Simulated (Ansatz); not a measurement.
RbHO:
Space group Cmc2₁ (No. 36); a = 4.112 Å, b = 10.594 Å, c = 4.160 Å, α = 90.00°, β = 90.00°, γ = 90.00°

```tsv
atom	site	symmetry	x	y	z
Rb	4a	m..	0.0000	0.3619	0.2591
H	4a	m..	0.0000	0.0294	0.4041
O	4a	m..	0.0000	0.0945	0.2322
```
(The calculation used a cell of 6 atoms; values per cell refer to that cell.)

Relaxed with PBEsol. PBEsol in the plane-wave PAW code Ansatz gives a gap of 3.65 eV.

Question: What gap does HSE06 give on the same cell (Ansatz, PAW)?

Answer: 5.41 eV, 1.75 eV more. The hybrid was solved on a coarser mesh and at special points; its gap is the smallest among all of these.

Cost on shared cores: the PBEsol run (SCF on a 7×7×7 mesh, then bands and DOS) around 90 core-seconds (rough), the HSE06 run (SCF on 4×4×4, then a few points) around 2.0 core-minutes (rough); the tasks are unlike.

Space group Cmc2_1. The first step of the workflow began from a Materials Project structure, measured or hypothetical; the Crystallography Open Database copy checked does not list it. Whether it is the stable phase at ambient conditions was not checked. The cell was relaxed with PBEsol under the symmetry of its start; its stability against distortions is not shown here. Scalar-relativistic: spin–orbit coupling is off unless named, which matters more the heavier the elements.

Potentials: the later of the program's two PAW sets.
